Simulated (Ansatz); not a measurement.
Values for one crystal, relaxed and computed with the program Ansatz at the r²SCAN level (PAW); other levels are named.

```yaml
volume_per_atom: 15.93 Å³
band_gap: 1.73 eV (indirect)
smallest_direct_gap_on_the_standard_path: 2.79 eV
valence_band_maximum: off the standard path, at k = (0.026, -0.026, 0.391) in fractions of the reciprocal vectors
Formation energy from the elements (no fitted shifts): -0.14 eV/atom
electron_effective_mass: 0.32, 0.35, 1.4 mₑ (principal values)
conduction_band_minimum: at M2 (k = 0.500, 0.500, 0.500 in fractions of the reciprocal vectors)
```

Task: Which of these materials gives this?
A. SiC, Pm-3n (Si on 6c, C on 6d)
B. Ca2Sb, I4/mmm (Ca on 4e, Ca on 4c, Sb on 4e)
C. CaC2, C2/m (Ca on 2a, C on 4i)
D. CaP, P-62m (Ca on 3g, Ca on 3f, P on 4h, P on 2e)

Result: C, CaC2, C2/m (Ca on 2a, C on 4i)

The workflow started from a Materials Project entry (that database holds measured and hypothetical structures alike); the Crystallography Open Database copy checked does not list it. COD files the formula under space group No. 2. Its standing as an ambient phase is unchecked. The cell was relaxed with r²SCAN under the symmetry of its start; its stability against distortions is not shown here. The references are the lowest solids computed at this level, not always the standard phases.

Potentials: the later of the program's two PAW sets.
